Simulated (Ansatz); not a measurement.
Relaxed-ion elastic tensor of Ta$_{2}$C in space group P-3m1 (No. 164; Ta on 2d, C on 1a) in GPa (Voigt order), DFT-PBEsol in the program Ansatz with PAW potentials; density 15.21 g/cm³, 13.61 Å³ per atom.

|  | 1 | 2 | 3 | 4 | 5 | 6 |
|---|---|---|---|---|---|---|
| 1 | 493 | 168 | 151 | -49.0 | 0.0 | 0.0 |
| 2 | 168 | 493 | 151 | 49.0 | 0.0 | 0.0 |
| 3 | 151 | 151 | 521 | 0.0 | 0.0 | 0.0 |
| 4 | -49.0 | 49.0 | 0.0 | 134 | 0.0 | 0.0 |
| 5 | 0.0 | 0.0 | 0.0 | 0.0 | 134 | -49.0 |
| 6 | 0.0 | 0.0 | 0.0 | 0.0 | -49.0 | 163 |

**Question.** Is the crystal mechanically stable?

**Answer.** Yes: the smallest eigenvalue of C is 97.0 GPa.

**Question.** Work out the Voigt, Reuss and Hill averages.

**Answer.** K_V = 272, K_R = 272, K_H = 272; G_V = 155, G_R = 139, G_H = 147 GPa.

**Question.** Give Young's modulus, Poisson's ratio, Pugh's ratio and the universal anisotropy index.

**Answer.** E = 9KG/(3K + G) = 373 GPa; ν = 0.27; K/G = 1.85 (ductile by the Pugh limit of 1.75); A_U = 5G_V/G_R + K_V/K_R − 6 = 0.60.

**Question.** Estimate the sound speeds and the Debye temperature.

**Answer.** v_l = √((K + 4G/3)/ρ) = 5540 m/s, v_t = √(G/ρ) = 3110 m/s, mean 3460 m/s; Θ = (h/k)(3n/4πV)^(1/3) v_m = 431 K.

**Question.** How much does each axis shrink under pressure?

**Answer.** Linear compressibilities β_i = Σ_j S_ij (j = 1 to 3): x 1.2, y 1.2, z 1.2 per TPa.

The first step of the workflow began from a Materials Project structure, measured or hypothetical; the Crystallography Open Database files this formula in space group No. 164, but the cells were not matched. Whether it is the stable phase at ambient conditions was not checked. The cell was relaxed with PBEsol under the symmetry of its start; of distortions, only those at the zone centre were tested. No spin polarisation was allowed. As this level gives no gap, shear constants depend on the k-mesh and smearing (Fermi–Dirac, 0.1 eV here). Spin–orbit coupling is left out wherever it is not named.

Potentials: the later of the program's two PAW sets.
